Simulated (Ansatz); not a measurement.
HfO2:
Space group P2₁/c (No. 14); a = 5.162 Å, b = 5.212 Å, c = 5.353 Å, α = γ = 90.00°, β = 99.66°

| atom | site | symmetry | x | y | z |
|---|---|---|---|---|---|
| Hf | 4e | 1 | 0.2757 | 0.0429 | 0.2084 |
| O | 4e | 1 | 0.5508 | 0.2572 | 0.0234 |
| O | 4e | 1 | 0.0671 | 0.3286 | 0.3485 |

Relaxed with PBE (plane waves, PAW; program Ansatz). Indices refer to the conventional cell of P2_1/c, a = 5.1619 Å, b = 5.2122 Å, c = 5.3529 Å, α = 90.00°, β = 99.66°, γ = 90.00°.

Problem. Simulate the powder diffraction pattern (Cu Kα, λ = 1.54184 Å; lines above 1 %) up to 2θ = 90°.

Solution. Simulated powder pattern, Cu Kα, λ = 1.54184 Å (kinematic, ideal powder, no thermal factors, no anomalous dispersion; the 30 strongest lines at most, above 1 %, up to 2θ = 90°):

```
2θ (°)  d (Å)  I/Imax (%)       hkl
------  -----  ----------  --------
17.43   5.089         5.2     (100)
24.00   3.708          14     (011)
24.45   3.641          13     (110)
28.05   3.181         100  (-1 1 1)
31.48   2.842          79     (111)
33.98   2.638          25     (002)
34.41   2.606          19     (020)
35.28   2.544          23     (200)
35.60   2.522         7.8  (-1 0 2)
38.53   2.337          10     (021)
40.57   2.224          14  (-2 1 1)
45.16   2.008         7.9  (-2 0 2)
49.14   1.854          18     (022)
50.11   1.821          22     (220)
50.35   1.812          11  (-1 2 2)
51.07   1.789         6.0  (-2 2 1)
54.11   1.695          12     (202)
55.10   1.667          10     (013)
55.20   1.664         7.1  (-1 1 3)
55.32   1.661         5.5     (221)
55.92   1.644          10     (130)
56.97   1.616         9.7  (-3 1 1)
57.83   1.595         6.4  (-1 3 1)
59.65   1.550         7.6  (-3 0 2)
59.82   1.546         9.1     (131)
61.21   1.514         8.5     (113)
61.47   1.508          10  (-2 1 3)
62.88   1.478          13     (311)
65.72   1.421         7.3     (222)
75.09   1.265         6.7     (041)
```

Symmetry was held in the PBE relaxation. No spin polarisation was allowed. Spin–orbit coupling is left out wherever it is not named.

Potentials: the earlier of the program's two PAW sets.
